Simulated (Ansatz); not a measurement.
A: GaN (zinc blende), a = b = c = 4.549 Å, α = β = γ = 90.00°
B: Mg2Si (antifluorite type, space group Fm-3m), a = b = c = 6.364 Å, α = β = γ = 90.00°
C: CdSe (zinc blende), a = b = c = 6.1964 Å, α = β = γ = 90.00°

Scan: energy against volume (even scaling of the relaxed cell, symmetry kept). All come from one method, each on a k mesh of its own. All were relaxed with their symmetry unable to fall. The PAW data are Ansatz's earlier set.

**Question.** Put the candidates in order of bulk modulus (fitted), highest first, for PBE (plane waves to 420 eV, PAW, scalar-relativistic; Ansatz, a program for electronic structure).

**Answer.** A (172 GPa), B (54.0 GPa), C (44.7 GPa)

(Under strain, the slope of the energy per volume gives the stress and its curvature an elastic modulus.)
